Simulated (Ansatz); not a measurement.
## Eigenvalues along a path: GdP (rocksalt type)

```yaml
crystal:
  lattice:
    - [0.00000, 2.38373, 2.38373]
    - [2.38373, 0.00000, 2.38373]
    - [2.38373, 2.38373, 0.00000]
  atoms:
    - { symbol: Gd, position: [0.00000, 0.00000, 0.00000] }
    - { symbol: P, position: [0.50000, 0.50000, 0.50000] }
```

The cell comes from a relaxation on PAW files under the same functional, begun from a prototype that needn't be the stable phase.

Computed with Ansatz 0.2.0; functional PBEsol, scalar-relativistic. Settings: a Γ-centred 13×13×13 k mesh, Fermi–Dirac smearing of 0.05 eV, spin-polarised from start moments Gd1 7 μB. Methods: LAPW: all electrons, basis error target 1 meV/atom.

This run: volume at 0.6 of the series' base cell.

The open f shell is treated without a Hubbard term, so these are results of the method, and the state needn't be the lowest. Spin–orbit coupling is left out, which matters for the heavy atoms.

Path points, in fractions of the reciprocal vectors: Γ (0.000, 0.000, 0.000), X (0.500, 0.000, 0.500), U (0.625, 0.250, 0.625), K (0.375, 0.375, 0.750), L (0.500, 0.500, 0.500), W (0.500, 0.250, 0.750). The distance column jumps between branches of the path. Levels in eV from the Fermi level, spin up; bands 15 to 32, counted from the lowest band of the run. The gap is zero, the pressure 110.5 GPa.

```
# k(1/Å) point b15 b16 b17 b18 b19 b20 b21 b22 b23 b24 b25 b26 b27 b28 b29 b30 b31 b32
0.000 Γ -20.44 -20.44 -20.44 -12.01 -3.42 -3.42 -3.42 -2.97 -2.60 -2.60 -2.60 0.29 0.29 0.29 1.87 1.87 2.55 2.55
0.165 - -20.54 -20.47 -20.47 -11.80 -3.50 -3.41 -3.41 -2.98 -2.62 -2.62 -2.61 0.11 0.26 0.26 0.37 1.94 2.85 2.85
0.329 - -20.82 -20.54 -20.54 -11.24 -3.75 -3.38 -3.38 -2.98 -2.67 -2.67 -2.65 -1.07 -0.35 0.24 0.24 2.15 3.67 3.67
0.494 - -21.17 -20.65 -20.65 -10.60 -4.15 -3.32 -3.32 -2.99 -2.72 -2.72 -2.69 -1.94 -0.93 0.31 0.31 2.48 4.83 4.83
0.659 - -21.51 -20.78 -20.78 -10.23 -4.27 -3.26 -3.26 -3.01 -2.76 -2.76 -2.74 -2.32 -1.51 0.50 0.50 2.90 6.19 6.19
0.824 - -21.79 -20.91 -20.91 -10.34 -3.71 -3.21 -3.21 -3.03 -2.78 -2.77 -2.77 -2.46 -2.00 0.81 0.81 3.34 7.50 7.50
0.988 - -21.99 -21.02 -21.02 -10.72 -3.17 -3.17 -3.05 -2.94 -2.81 -2.77 -2.77 -2.36 -2.21 1.17 1.17 3.74 8.24 8.24
1.153 - -22.10 -21.09 -21.09 -11.06 -3.15 -3.15 -3.07 -2.83 -2.80 -2.75 -2.75 -2.58 -1.27 1.48 1.48 4.03 8.22 8.22
1.318 X -22.14 -21.11 -21.11 -11.19 -3.15 -3.15 -3.09 -2.84 -2.79 -2.75 -2.75 -2.64 -0.79 1.61 1.61 4.14 8.10 8.10
1.376 - -22.14 -21.12 -21.11 -11.17 -3.15 -3.15 -3.08 -2.84 -2.79 -2.75 -2.75 -2.64 -0.81 1.48 1.59 4.29 8.07 8.10
1.434 - -22.12 -21.16 -21.10 -11.11 -3.16 -3.15 -3.05 -2.84 -2.79 -2.75 -2.75 -2.64 -0.85 1.17 1.53 4.68 7.98 8.09
1.493 - -22.10 -21.21 -21.08 -11.01 -3.18 -3.15 -3.00 -2.84 -2.80 -2.75 -2.75 -2.64 -0.91 0.78 1.46 5.21 7.83 8.07
1.551 - -22.07 -21.29 -21.06 -10.87 -3.22 -3.16 -2.96 -2.84 -2.80 -2.75 -2.74 -2.64 -1.00 0.36 1.40 5.82 7.63 8.04
1.609 - -22.03 -21.37 -21.04 -10.70 -3.27 -3.16 -2.91 -2.85 -2.80 -2.75 -2.74 -2.64 -1.10 -0.05 1.38 6.49 7.38 7.99
1.667 - -21.99 -21.47 -21.01 -10.50 -3.35 -3.17 -2.89 -2.85 -2.81 -2.75 -2.73 -2.64 -1.22 -0.44 1.42 7.09 7.19 7.91
1.726 - -21.93 -21.57 -20.98 -10.28 -3.46 -3.19 -2.87 -2.85 -2.82 -2.75 -2.73 -2.65 -1.34 -0.81 1.55 6.77 7.79 7.92
1.784 U -21.87 -21.67 -20.94 -10.05 -3.62 -3.21 -2.87 -2.85 -2.82 -2.75 -2.72 -2.65 -1.47 -1.14 1.79 6.42 7.64 8.65
2.591 K -21.87 -21.67 -20.94 -10.05 -3.62 -3.21 -2.87 -2.85 -2.82 -2.75 -2.72 -2.65 -1.47 -1.14 1.79 6.42 7.64 8.65
2.766 - -21.92 -21.66 -20.82 -9.33 -4.29 -3.33 -2.88 -2.86 -2.86 -2.74 -2.69 -2.68 -1.88 -1.81 3.07 5.29 7.01 8.07
2.940 - -22.05 -21.41 -20.70 -8.76 -4.96 -3.53 -2.94 -2.88 -2.85 -2.80 -2.72 -2.61 -2.21 -1.96 4.15 5.01 6.24 7.21
3.115 - -22.00 -21.15 -20.59 -8.75 -5.11 -3.67 -3.07 -2.90 -2.87 -2.83 -2.69 -2.48 -2.25 -1.89 3.09 5.46 5.95 7.29
3.290 - -21.77 -20.91 -20.51 -9.37 -4.64 -3.67 -3.21 -2.95 -2.83 -2.79 -2.65 -2.21 -2.04 -1.65 2.15 4.66 4.73 6.34
3.465 - -21.40 -20.71 -20.47 -10.26 -4.04 -3.59 -3.31 -2.98 -2.78 -2.74 -2.63 -1.66 -1.53 -1.24 1.38 3.18 4.06 5.21
3.639 - -20.96 -20.56 -20.45 -11.13 -3.65 -3.50 -3.37 -2.98 -2.70 -2.68 -2.61 -0.76 -0.66 -0.66 0.79 1.98 3.43 4.25
3.814 - -20.59 -20.47 -20.44 -11.77 -3.47 -3.44 -3.41 -2.98 -2.63 -2.62 -2.60 -0.04 0.11 0.42 0.58 1.46 2.85 3.30
3.989 Γ -20.44 -20.44 -20.44 -12.01 -3.42 -3.42 -3.42 -2.97 -2.60 -2.60 -2.60 0.29 0.29 0.29 1.87 1.87 2.55 2.55
4.132 - -20.55 -20.44 -20.44 -11.85 -3.45 -3.43 -3.43 -2.98 -2.62 -2.62 -2.60 0.02 0.29 0.29 1.16 1.16 2.65 3.53
4.274 - -20.83 -20.47 -20.47 -11.40 -3.54 -3.44 -3.44 -2.98 -2.67 -2.67 -2.60 -0.60 -0.24 -0.24 1.11 1.11 2.83 4.94
4.417 - -21.23 -20.49 -20.49 -10.74 -3.72 -3.47 -3.47 -2.98 -2.73 -2.73 -2.60 -1.29 -1.02 -1.02 1.67 1.67 3.03 6.49
4.560 - -21.65 -20.53 -20.53 -9.97 -4.06 -3.51 -3.51 -2.96 -2.78 -2.78 -2.60 -1.84 -1.69 -1.69 2.48 2.48 3.31 8.15
4.702 - -22.04 -20.56 -20.56 -9.17 -4.58 -3.57 -3.57 -2.93 -2.83 -2.83 -2.59 -2.19 -2.19 -2.19 3.46 3.46 3.76 9.89
4.845 - -22.34 -20.59 -20.59 -8.37 -5.20 -3.64 -3.64 -2.89 -2.87 -2.87 -2.59 -2.52 -2.52 -2.38 4.40 4.57 4.57 9.78
4.988 - -22.53 -20.61 -20.61 -7.66 -5.85 -3.71 -3.71 -2.90 -2.90 -2.85 -2.68 -2.68 -2.59 -2.46 5.23 5.64 5.64 8.34
5.130 L -22.60 -20.62 -20.62 -7.24 -6.23 -3.74 -3.74 -2.92 -2.92 -2.84 -2.73 -2.73 -2.59 -2.49 5.82 6.19 6.19 7.53
5.247 - -22.58 -20.66 -20.63 -7.41 -6.13 -3.71 -3.61 -2.92 -2.91 -2.84 -2.72 -2.72 -2.57 -2.48 5.28 6.12 6.82 7.26
5.363 - -22.51 -20.79 -20.66 -7.82 -5.84 -3.60 -3.32 -2.91 -2.90 -2.83 -2.73 -2.72 -2.50 -2.43 4.72 5.74 6.99 7.65
5.480 - -22.41 -20.96 -20.72 -8.32 -5.41 -3.44 -3.08 -2.91 -2.87 -2.80 -2.73 -2.71 -2.37 -2.32 4.31 5.08 7.02 8.51
5.596 - -22.27 -21.17 -20.81 -8.81 -4.95 -3.24 -2.98 -2.91 -2.84 -2.76 -2.74 -2.70 -2.17 -2.15 4.10 4.44 7.20 9.35
5.713 - -22.10 -21.36 -20.92 -9.24 -4.54 -3.02 -2.96 -2.88 -2.81 -2.74 -2.72 -2.69 -2.06 -1.90 4.01 4.06 7.40 9.48
5.829 - -21.92 -21.52 -21.06 -9.56 -4.25 -2.95 -2.95 -2.80 -2.78 -2.70 -2.67 -2.61 -2.01 -1.73 3.89 4.13 7.49 8.54
5.946 - -21.75 -21.62 -21.20 -9.76 -4.09 -2.94 -2.94 -2.78 -2.78 -2.70 -2.65 -2.29 -2.01 -1.75 4.08 4.22 7.07 8.20
6.062 W -21.65 -21.65 -21.28 -9.83 -4.04 -2.94 -2.94 -2.78 -2.78 -2.70 -2.64 -2.02 -2.02 -1.92 4.27 4.27 6.71 8.19
6.144 - -21.75 -21.55 -21.28 -9.89 -3.97 -2.98 -2.91 -2.79 -2.77 -2.70 -2.64 -2.23 -1.85 -1.80 3.66 4.92 6.67 8.19
6.227 - -21.85 -21.45 -21.26 -10.07 -3.79 -3.01 -2.89 -2.79 -2.77 -2.71 -2.64 -2.43 -1.66 -1.58 3.12 5.60 6.55 8.18
6.309 - -21.93 -21.36 -21.23 -10.32 -3.58 -3.04 -2.87 -2.79 -2.76 -2.72 -2.64 -2.61 -1.37 -1.29 2.66 6.28 6.33 8.16
6.392 - -22.00 -21.28 -21.20 -10.59 -3.40 -3.08 -2.86 -2.80 -2.78 -2.75 -2.73 -2.64 -1.18 -0.76 2.28 6.00 6.91 8.15
6.474 - -22.06 -21.21 -21.16 -10.83 -3.28 -3.11 -2.91 -2.85 -2.80 -2.75 -2.74 -2.64 -1.02 -0.09 1.99 5.55 7.44 8.13
6.556 - -22.11 -21.15 -21.14 -11.03 -3.20 -3.13 -3.00 -2.84 -2.80 -2.75 -2.74 -2.64 -0.90 0.64 1.78 4.99 7.81 8.11
6.639 - -22.13 -21.12 -21.12 -11.15 -3.16 -3.14 -3.07 -2.84 -2.79 -2.75 -2.75 -2.64 -0.82 1.30 1.65 4.42 8.03 8.11
6.721 X -22.14 -21.11 -21.11 -11.19 -3.15 -3.15 -3.09 -2.84 -2.79 -2.75 -2.75 -2.64 -0.79 1.61 1.61 4.14 8.10 8.10
```
